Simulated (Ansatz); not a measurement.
Ti2AlC in space group P6_3/mmc (No. 194; Ti on 4f, Al on 2d, C on 2a) under volume change, plane-wave PAW r²SCAN (Ansatz code), shape and atoms relaxed at each volume.

```json
[
 {"V (Å³/atom)": "12.607", "E − E(relaxed) (meV/atom)": "60.4", "P (GPa)": "16.82"},
 {"V (Å³/atom)": "13.022", "E − E(relaxed) (meV/atom)": "25.4", "P (GPa)": "10.32"},
 {"V (Å³/atom)": "13.438", "E − E(relaxed) (meV/atom)": "?", "P (GPa)": "?"},
 {"V (Å³/atom)": "13.854", "E − E(relaxed) (meV/atom)": "0.0", "P (GPa)": "0.00"},
 {"V (Å³/atom)": "14.269", "E − E(relaxed) (meV/atom)": "?", "P (GPa)": "?"},
 {"V (Å³/atom)": "14.685", "E − E(relaxed) (meV/atom)": "20.5", "P (GPa)": "-7.51"},
 {"V (Å³/atom)": "15.100", "E − E(relaxed) (meV/atom)": "43.8", "P (GPa)": "-10.44"}
]
```

Question: Fill in the missing entries.

Answer: 
- 13.438, E − E(relaxed) (meV/atom): 6.0
- 13.438, P (GPa): 4.76
- 14.269, E − E(relaxed) (meV/atom): 5.4
- 14.269, P (GPa): -4.05

Question: What does a third-order Birch–Murnaghan fit give for V₀, B₀ and B′?

Answer: V₀ = 13.85 Å³/atom, B₀ = 146 GPa, B′ = 4.3.

The first step of the workflow began from a Materials Project structure, measured or hypothetical; the Crystallography Open Database copy checked does not list it. Whether it is the stable phase at ambient conditions was not checked. The r²SCAN relaxation kept the symmetry of its start; of distortions, only those at the zone centre were tested. No spin polarisation was allowed.

Potentials: the later of the program's two PAW sets.
